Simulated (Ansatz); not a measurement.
Starting cell, Mo (bcc, W type):

```
Mo
1.0
   -3.16077     3.16077     3.16077
    1.58038    -1.58038     1.58038
    1.58038     1.58038    -1.58038
Mo
2
Direct
  0.00000   0.00000   0.00000
  0.50000   0.00000   0.00000
```

The atoms are displaced by Q × the pattern below (from a DFPT mode at N = (0.5, 0.0, 0.0), largest move 1; Q in Å), at fixed cell. (q is in reciprocal vectors of the primitive cell; the cell shown is doubled to hold the pattern.)

```json
[
 {"atom": "Mo1", "x": "0.000", "y": "0.707", "z": "-0.707"},
 {"atom": "Mo2", "x": "0.000", "y": "-0.707", "z": "0.707"}
]
```

Level of theory: PBE (plane waves to 420 eV, PAW, scalar-relativistic; Ansatz, a program for electronic structure). k mesh 21×21×21 (Γ-centred), Fermi-Dirac smearing 0.05 eV. Energies are smeared free energies. Stress and pressure are positive under compression. With partly filled bands, energies and forces of such displacements shift with the k mesh and the smearing. Mo is run without spin polarisation. Mo was relaxed with its symmetry unable to fall. The PAW data are Ansatz's earlier set. The zero of ΔE is the undisplaced structure.

```json
[
 {"Q (Å)": "-0.100", "P (GPa)": "0.7", "ΔE (eV/cell)": "___"},
 {"Q (Å)": "-0.083", "P (GPa)": "0.5", "ΔE (eV/cell)": "___"},
 {"Q (Å)": "-0.067", "P (GPa)": "0.4", "ΔE (eV/cell)": "0.056"},
 {"Q (Å)": "-0.050", "P (GPa)": "0.2", "ΔE (eV/cell)": "0.032"},
 {"Q (Å)": "-0.033", "P (GPa)": "0.1", "ΔE (eV/cell)": "0.014"},
 {"Q (Å)": "-0.017", "P (GPa)": "0.0", "ΔE (eV/cell)": "0.004"},
 {"Q (Å)": "0.000", "P (GPa)": "0.0", "ΔE (eV/cell)": "0.000"},
 {"Q (Å)": "0.017", "P (GPa)": "0.0", "ΔE (eV/cell)": "0.004"},
 {"Q (Å)": "0.033", "P (GPa)": "0.1", "ΔE (eV/cell)": "0.014"},
 {"Q (Å)": "0.050", "P (GPa)": "0.2", "ΔE (eV/cell)": "0.032"},
 {"Q (Å)": "0.067", "P (GPa)": "0.4", "ΔE (eV/cell)": "0.056"},
 {"Q (Å)": "0.083", "P (GPa)": "0.5", "ΔE (eV/cell)": "___"},
 {"Q (Å)": "0.100", "P (GPa)": "0.7", "ΔE (eV/cell)": "___"}
]
```

Problem. What belongs in the gaps?

Solution. 
- -0.100, ΔE (eV/cell): 0.124
- -0.083, ΔE (eV/cell): 0.087
- 0.083, ΔE (eV/cell): 0.087
- 0.100, ΔE (eV/cell): 0.124

(A displaced cell: forces are minus the slopes of the energy, force constants its curvatures, and phonons follow from these.)
